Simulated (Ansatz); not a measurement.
input.yaml (Ansatz)

```yaml
crystal:
  lattice:
    - [2.4566777657, 0.0, 0.0]
    - [-1.2283388828, 2.127545354, 0.0]
    - [0.0, 0.0, 4.4718157107]
  atoms:
    - { symbol: Cr, position: [0.3333333333, 0.6666666667, 0.25], spin: 1.5 }
    - { symbol: Cr, position: [0.6666666667, 0.3333333333, 0.75], spin: 1.5 }
hamiltonian:
  xc: mr2scan
  pseudopotentials:
    kind: paw
    azcp:
      Cr: "pseudopotentials/Cr.paw.azcp"
basis:
  ecutwfc: 500
  fft_grid_basis: typed
kpoints:
  mp_grid: { grid: [24, 24, 12], shift: [0, 0, 0] }
magnetization:
  spin_polarized: true
scf:
  occupations: { method: fermi_dirac, width: 0.05 }
output:
  write_density: true
  write_potential: true
  elf: true
  volumetric_format: npy
```

Output

```
Engine: ansatz 0.2.0, aarch64-unknown-linux-gnu
Pseudopotentials: kind: paw
Pseudopotential: Cr, paw, valence charge 14, recommended cutoff 500 eV (meta_gga) 
Functional definition: m-r2SCAN
  exchange = m_r2scan_x
  correlation = m_r2scan_c
Crystal: 2 atoms, lattice volume = 23.373 Å³
Basis set: ecut = 500 eV, 599 PW (Γ), exchange–correlation on 72×72×144 points (64 copies of the dense FFT grid, shifted against one another)
Bands: 20, of which v1, the nominal top of the filled ones, is band 14 counted from 1 (13 counted from 0)
Symmetry: 24 space group operations
Space group: P63/mmc (ITA 194), of the structure as read, at distance tolerance 2.9e-5 Å
Magnetic group: BNS 194.263 (UNI 1493), of the structure as read, at distance tolerance 2.9e-5 Å
k-points: 427 of 6912
Non-local potential: Cr, projectors of the file, l = 0: 3, l = 1: 2, l = 2: 3, l = 3: 1
PAW form: soft (Blöchl's): semilocal exchange-correlation on the pseudo side does not see the compensation charge
PAW frozen core: Cr, regenerated for the run's functional (the file was generated under x = pbe(κ = 0.804, μ = 0.2195149727645171), c = pbe(β = 0.06672455060314922))
PAW one-centre angular grid: Cr, 590 points (default); XC on 160 Gauss nodes
Initial density: superposition of atomic densities (chi_scale 0.1, normalization cell)
Starting moments: Σ|m| = 3 μB on 2 of 2 sites
Initial wavefunctions: pseudopotential atomic-orbital guess
Functional: x = mr2scan, c = mr2scan; τ floored in thin density (d = 2e-4 eV/Å³)
SCF iter   1: F=—  HF=-6767.297380 eV  |F-HF|=—  |Δ(HF+E_count)|=         —  Δρ=1.55e-1 (↑1.55e-1 ↓7.07e-2)  dr2=9.20e0  dr2_τ=4.61e-2  dr2_m=5.30e-1  M=1.936 μB ∫|m|=1.936 μB  β_m=0.85  ethr=3.10e-3  ⟨swp⟩=3.6  Hψ=60241  notcnv=0
Mixer restart at iter 1: flushing history
SCF iter   2: F=—  HF=-6764.117695 eV  |F-HF|=—  |Δ(HF+E_count)|=    3.18e0  Δρ=6.66e-2 (↑6.66e-2 ↓5.31e-2)  dr2=2.85e0  dr2_τ=3.09e-2  dr2_m=2.37e-2  M=1.762 μB ∫|m|=1.762 μB  β_m=0.90  ethr=3.10e-3  ⟨swp⟩=2.3  Hψ=38464  notcnv=0  defer=533  κ⁻¹=1.0e0(r=1)
SCF iter   3: F=—  HF=-6763.581859 eV  |F-HF|=—  |Δ(HF+E_count)|=   5.36e-1  Δρ=1.92e-2 (↑1.92e-2 ↓1.75e-2)  dr2=1.60e-1  dr2_τ=4.44e-3  dr2_m=4.51e-3  M=1.409 μB ∫|m|=1.409 μB  β_m=1.00  ethr=3.10e-3  ⟨swp⟩=2.1  Hψ=33733  notcnv=0  defer=527  κ⁻¹=4.5e-2(r=2)
SCF iter   4: F=—  HF=-6764.267797 eV  |F-HF|=—  |Δ(HF+E_count)|=         —  Δρ=6.24e-2 (↑6.24e-2 ↓5.99e-2)  dr2=6.99e-2  dr2_τ=2.77e-2  dr2_m=7.59e-1  M=0.012 μB ∫|m|=0.050 μB  β_m=1.00  ethr=5.71e-4  ⟨swp⟩=2.3  Hψ=27443  notcnv=0  defer=403
Mixer restart at iter 4: flushing history
SCF iter   5: F=—  HF=-6763.978496 eV  |F-HF|=—  |Δ(HF+E_count)|=   2.89e-1  Δρ=7.69e-3 (↑7.69e-3 ↓4.25e-3)  dr2=2.63e-2  dr2_τ=2.79e-4  dr2_m=7.25e-4  M=0.029 μB ∫|m|=0.029 μB  β_m=0.30  ethr=1.79e-4  ⟨swp⟩=2.1  Hψ=33820  notcnv=0  defer=403
SCF iter   6: F=—  HF=-6763.974224 eV  |F-HF|=—  |Δ(HF+E_count)|=   4.27e-3  Δρ=2.98e-3 (↑2.98e-3 ↓9.21e-4)  dr2=2.72e-3  dr2_τ=7.66e-5  dr2_m=3.14e-4  M=0.023 μB ∫|m|=0.023 μB  β_m=1.00  ethr=9.40e-5  ⟨swp⟩=2.1  Hψ=27060  notcnv=0  defer=362  κ⁻¹=1.0e0(r=1)
...
WARN: the starting moments were not kept: the SCF closed with an absolute magnetisation of 1.0e-6 μB, where they sum to 3 μB in size (2 sites). That is at most 0.1 of that sum. Measured as dr2_m measures the in/out step, that magnetisation stands 1.6e-13 eV from none, at or under the dr2_threshold of 1.0e-7 eV: it is no larger than a step whose dr2_m would equal this threshold. The system may hold no moment; this SCF shows only that its start led to no more than that. To try another start: raise the starting moments (crystal.atoms[].spin, magnetization.per_species, magnetization.initial_magnetization, or on a non-collinear deck that types none of these the spinor_matrix: blocks that start its atoms; where the total moment is fixed, keep their sum and leave initial_magnetization as it is; typed ones take the place of any that the run laid by itself, positive ones on a crystal's lanthanoids without a Hubbard term where scf.initial_density.shell_occupations: [] is typed) or, if the notice of its spin-set hold's release reads "site moments contracting" or "site moments show no strong build", lengthen the hold (scf.mixing.spin_hold: { on: { confirm: 4 } }; for m-r²SCAN on two components see the key's manual first). Each may lead to a state that holds a moment. A second SCF, from the converged charge density, with the starting moments and any scf.initial_density.shell_occupations laid on it anew, would have followed, and was not run: the deck does not ask for one (magnetization.retry_lost_moments is false, the default). To let it run, set magnetization.retry_lost_moments: true and run the deck again, where that key's refused combinations let it; where memory then withholds it, that run's warning says so.
this state was not tested for a lower state beside it, because the mixer in use, unlike msr1, does not test its closes by its own steps (another_mixer; see scf.mixing.algorithm and scf.lower_state_search)
SCF converged after 16 iterations
Magnetization: 0.0000 μB (14.0000 up, 14.0000 down)
Absolute magnetization: 0.0000 μB (∫|ρ↑−ρ↓|, with the PAW one-centre terms)
Spin contamination: 0.0000 ħ² per cell (⟨S²⟩ above its minimum at these occupations)
Per-site moments (μB) at R_I (Å): [(5.12079949767139e-8, 1.013379578349203), (5.120799468073735e-8, 1.013379578349203)]
Free energy (F): -6763.974521 eV
Harris-Foulkes:  -6763.974521 eV  (|F-HF|=6.00e-11)
Internal energy: -6763.954681 eV  (E = F + TS)
E sigma→0 (E₀):  -6763.964601 eV
Entropy (-TS):   -0.019840 eV (-9.920 meV/atom)
Fermi energy:    18.974997 eV
--- Per-component energies (eV) ---
  E_band       = -327.436385
  E_kinetic    = 688.130338
  E_local      = -2384.105696  (includes V_loc(G=0)·N_el)
  E_nonlocal   = 158.516084
  E_hartree    = 1040.330178
  E_xc         = -275.775637
  E_vxc        = -401.422242  (∫ρ·V_xc dr)
  E_paw        = -2405.052102  (= ΣΔE_a)
  E_vpaw       = -494.607790  (= ΣTr[D̂ρ^β])
  E_aug_tail   = 0.000484  (compensation charges beyond the density's cutoff)
  E_vtau       = 25.391965  (kinetic-family band-sum trace: ∫τ·v_τ [+ j·A + Jᵃ·Aᵃ] dr)
  E_ewald      = -3585.453674
  E_core_change = -0.544655  (= ΣΔE_core)
  E_smearing   = -0.019840  (= −TS)
  E_closure    = 0.000000  (closes the sum)
  Σ components = -6763.974521   (vs F -6763.974521, Δ=0.00e0)
--- Band table (eV; the first three rows and the last of 854) ---
  k-point 0 ↑: bands = ["-55.5311", "-55.4083", "-25.9683", "-25.2587", "-25.0322", "-25.0322", "-24.9702", "-24.9702", "10.7429", "14.4518", "17.3866", "18.2406", "18.5776", "18.5776", "18.9055", "18.9055", "20.3122", "20.3122", "21.4126", "21.4126"]
  k-point 1 ↑: bands = ["-55.5291", "-55.4104", "-25.9566", "-25.2712", "-25.0311", "-25.0311", "-24.9712", "-24.9712", "10.8073", "14.4227", "17.3662", "18.1125", "18.5736", "18.5736", "18.8923", "18.8923", "20.3417", "20.3417", "21.4032", "21.4032"]
  k-point 2 ↑: bands = ["-55.5230", "-55.4166", "-25.9221", "-25.3076", "-25.0280", "-25.0280", "-24.9743", "-24.9743", "10.9982", "14.3220", "17.3083", "17.7932", "18.5650", "18.5650", "18.8551", "18.8551", "20.4250", "20.4250", "21.3737", "21.3737"]
  k-point 426 ↓: bands = ["-55.2538", "-55.2538", "-25.7747", "-25.7747", "-25.6781", "-25.6781", "-25.3467", "-25.3467", "16.5671", "16.5671", "16.5678", "16.5678", "17.6452", "17.6452", "19.3191", "19.3191", "21.2243", "21.2243", "27.7246", "27.7246"]
```
